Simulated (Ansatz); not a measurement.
# Computed energy over volume and axial ratio: ZrSe2 (CdI2 type)

ZrSe2 (CdI2 type)

```
ZrSe2
1.0
    3.73508     0.00000     0.00000
   -1.86754     3.23468     0.00000
    0.00000     0.00000     6.03154
Zr Se
1 2
Cartesian
  0.00000   0.00000   0.00000
  0.00000   2.15645   1.59876
  1.86754   1.07823   4.43277
```

The relaxed cell is deformed in two ways at once: its volume V is scaled, and at that volume it is stretched along z (the c axis of the conventional cell) so that c/a changes. Fractional atomic positions are held.

Level of theory: PBE-D3(BJ) (plane waves to 420 eV, PAW, scalar-relativistic; Ansatz, a program for electronic structure). k mesh 14×14×8 (Γ-centred), Fermi-Dirac smearing 0.05 eV. Energies are smeared free energies. Compression counts positive. As the atoms are clamped, bonds stretch with the cell, which overstates energies and stresses. With partly filled bands, the response to shear is sensitive to the k mesh, so small differences along c/a are uncertain. At this level the bands of ZrSe2 touch or barely overlap; measurements give the solid a gap. ZrSe2 is run without spin polarisation. ZrSe2 was relaxed with its symmetry unable to fall. ΔE is measured from the relaxed starting cell.

ΔE (kJ/mol of atoms), with V/V₀ across and (c/a)/(c/a)₀ down:

```tsv
(c/a)/(c/a)₀ \ V/V₀	0.960	0.980	1.000	1.020	1.040
0.920	3.4	2.6	2.4	2.6	3.4
0.960	1.6	0.8	0.6	0.8	1.5
1.000	1.1	0.3	0.0	0.2	0.9
1.040	1.6	0.8	0.6	0.8	1.5
1.080	3.1	2.4	2.1	2.4	3.1
```

σzz (GPa), with V/V₀ across and (c/a)/(c/a)₀ down:

```csv
(c/a)/(c/a)₀ \ V/V₀,0.960,0.980,1.000,1.020,1.040
0.920,7.5,5.5,3.7,2.0,0.5
0.960,5.7,3.7,1.9,0.3,-1.2
1.000,3.7,1.8,0.0,-1.6,-3.1
1.040,1.8,-0.2,-1.9,-3.5,-5.0
1.080,-0.2,-2.2,-3.9,-5.5,-6.9
```

What the scan shows:

The modulus against c/a change at fixed volume, (3/4V)·∂²E/∂(ln c/a)² (fit, atoms clamped) comes out as 37 GPa, an upper bound as the atoms could relax. Lowest place on the grid: V/V₀ = 1.000, (c/a)/(c/a)₀ = 1.000 (0 meV/atom). Highest place on the grid: V/V₀ = 0.960, (c/a)/(c/a)₀ = 0.920 (35 meV/atom).

(Under strain, the slope of the energy per volume gives the stress and its curvature an elastic modulus.)
